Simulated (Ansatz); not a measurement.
Starting cell, Au (fcc, Cu type):

```
Au
1.0
    4.08334     0.00000     0.00000
    0.00000     4.08334     0.00000
    0.00000     0.00000     4.08334
Au
4
Direct
  0.00000   0.00000   0.00000
  0.50000   0.50000   0.00000
  0.50000   0.00000   0.50000
  0.00000   0.50000   0.50000
```

In each cell atom 3 (Au, nearest neighbour Au at 2.887 Å; its periodic images, 4.1 Å or more away, move with it) moves by s·(1.000, 0.000, 0.000) (along Cartesian x), the rest being held.

These are PBEsol (plane waves to 420 eV, PAW, scalar-relativistic; Ansatz, a program for electronic structure) values and carry that method's errors. k mesh 9×9×9 (Γ-centred), Fermi-Dirac smearing 0.05 eV. The energy includes the smearing's −TS. With partly filled bands, energies and forces of such displacements shift with the k mesh and the smearing. Au was relaxed with its symmetry unable to fall. Spin-orbit coupling is left out, though Au is heavy. The PAW data are Ansatz's earlier set. ΔE is measured from the undisplaced structure. The last digit holds for this mesh only.

```tsv
s (Å)	ΔE (meV/cell)
-0.290	295.5
-0.232	185.5
-0.174	102.7
-0.116	withheld
-0.058	11.2
0.000	0.0
0.058	11.2
0.116	withheld
0.174	102.7
0.232	185.5
0.290	295.5
```

**Question.** Fit an even polynomial form (powers 2, 4) to the given rows and predict ΔE at s = -0.116.

**Answer.** Least squares on the 9 given rows: ΔE = (3325)·s² + (2243)·s⁴, in meV/cell with s in Å; root-mean-square residual 0.02 meV/cell. At -0.116 the fit gives 45.1 meV/cell; the calculation gives 45.1 meV/cell, the same to the digits shown. The quadratic term alone would give 44.7 meV/cell.

(A displaced cell: forces are minus the slopes of the energy, force constants its curvatures, and phonons follow from these.)
